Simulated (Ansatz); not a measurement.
## ScSnO4 in Ansatz, relaxation

The input file (Ansatz 0.2.0, plane waves):

```yaml
crystal:
  lattice:
    - [0.0, 5.101388, 0.0]
    - [5.101388, 0.0, 0.0]
    - [2.550694, 2.550694, -5.632197]
  atoms:
    - { symbol: Sn, position: [0.0, 0.0, 0.0] }
    - { symbol: Sn, position: [0.75, 0.25, 0.5] }
    - { symbol: Sc, position: [0.5, 0.5, 0.0] }
    - { symbol: Sc, position: [0.25, 0.75, 0.5] }
    - { symbol: O, position: [0.19, 0.35, 0.84] }
    - { symbol: O, position: [0.1, 0.22, 0.34] }
    - { symbol: O, position: [0.97, 0.81, 0.84] }
    - { symbol: O, position: [0.56, 0.44, 0.34] }
    - { symbol: O, position: [0.56, 0.9, 0.66] }
    - { symbol: O, position: [0.65, 0.03, 0.16] }
    - { symbol: O, position: [0.78, 0.44, 0.66] }
    - { symbol: O, position: [0.19, 0.81, 0.16] }
  symmetry: { tolerance: 0.0003 }
kpoints:
  mp_grid: { grid: [4, 4, 4], shift: [0, 0, 0] }
magnetization:
  spin_polarized: false
scf:
  occupations: { method: gaussian, width: 0.0177 }
  lower_state_search: "off"
hamiltonian:
  pseudopotentials: { kind: paw }
  xc: r2scan
basis:
  ecutwfc: 500
  fft_grid_basis: typed
relax:
  max_steps: 80
  cell: { p_target: 5.0 }
  f_tol: 0.03
output:
  forces: true
  stress: true
  eigenvalues: true
  bader: true
  populations: true
  elf: true
  write_potential: true
  volumetric_format: npy
  dos:
    e_range: [-12, 8]
    de: 0.05
    projected: { site_lists: { O: [O], Sc: [Sc], Sn: [Sn] } }
checkpoint:
  read: saved_state
```

Launch command:

```bash
ansatz run input.yaml --threads 2 --pin off --max-ram 3584MiB --backend cpu --events-out ev --progress --plain --runs-dir out
```

Origin of the cell: a known structure type with other elements, at an estimated volume, so it need not be a known compound.

The saved state is a converged single point of the same cell.

Steps («new basis» is an SCF on plane waves selected anew at the same cell):

| step | ΔH (meV/atom) | max force component (eV/Å) | P (GPa) | volume (Å³) | SCF iterations | step was |
| --- | --- | --- | --- | --- | --- | --- |
| 1 | 0.0 | 7.713 | 31.64 | 146.57 | 6 | accepted |
| 2 | -674.5 | 1.496 | 10.56 | 138.82 | 7 | accepted |
| 3 | -803.4 | 0.531 | 7.60 | 134.63 | 7 | accepted |
| 4 | -857.0 | 0.170 | 2.61 | 133.83 | 7 | accepted |
| 5 | -881.1 | 0.099 | 2.07 | 131.29 | 6 | accepted |
| 6 | -883.9 | 0.097 | 4.82 | 129.73 | 5 | accepted |
| 7 | -884.3 | 0.007 | 5.06 | 129.62 | 5 | accepted |
| 8 | -884.4 | 0.013 | 4.98 | 129.63 | 5 | accepted |
| 9 | -884.4 | 0.002 | 5.01 | 129.69 | 5 | accepted |
| 10 | -883.4 | 0.002 | 5.00 | 129.69 | 6 | new basis |

The starting structure.

Space group I4_1/a (No. 88); the run's cell has a = 5.101 Å, b = 5.101 Å, c = 6.688 Å, α = 67.58°, β = 67.58°, γ = 90.00°. Shortest distances: O–Sn 1.74 Å, O–Sc 2.31 Å, O–O 2.60 Å.

The relaxed structure.

Space group I4_1/a (No. 88); the run's cell has a = 5.168 Å, b = 5.168 Å, c = 6.077 Å, α = 64.84°, β = 64.84°, γ = 90.00°. Shortest distances: O–Sn 2.00 Å, O–Sc 2.15 Å, O–O 2.44 Å, Sc–Sn 3.55 Å, Sn–Sn 3.55 Å, Sc–Sc 3.55 Å.

```yaml
crystal:
  lattice:
    - [0.00000, 5.16794, 0.00000]
    - [5.16794, 0.00000, 0.00000]
    - [2.58397, 2.58397, -4.85586]
  atoms:
    - { symbol: Sn, position: [0.00000, 0.00000, 0.00000] }
    - { symbol: Sn, position: [0.75000, 0.25000, 0.50000] }
    - { symbol: Sc, position: [0.50000, 0.50000, 0.00000] }
    - { symbol: Sc, position: [0.25000, 0.75000, 0.50000] }
    - { symbol: O, position: [0.32319, 0.35552, 0.79801] }
    - { symbol: O, position: [0.10552, 0.12880, 0.29801] }
    - { symbol: O, position: [0.87880, 0.84647, 0.79801] }
    - { symbol: O, position: [0.59647, 0.57319, 0.29801] }
    - { symbol: O, position: [0.42681, 0.89448, 0.70199] }
    - { symbol: O, position: [0.64448, 0.12120, 0.20199] }
    - { symbol: O, position: [0.87120, 0.40353, 0.70199] }
    - { symbol: O, position: [0.15353, 0.67681, 0.20199] }
```

| Item | Value |
| --- | --- |
| Enthalpy lowered by | 883.4 meV/atom |
| Volume change | -11.52 % |
| Final pressure | 5.00 GPa |
| Relaxation steps listed | 10 |
| Gap on the mesh | none (metal) |

Caveats: no spin, though holes on the anions or broken bonds may carry moments; the given cell is far from equilibrium, with atoms too close or a volume far off; the k mesh is coarse if the cell is a metal; the relaxation held the start's symmetry, so the end may be a saddle point.

Time: 3.1 min on 2 threads of Arm Neoverse V1 (shared host), peak memory 0.87 GiB, from a saved density.
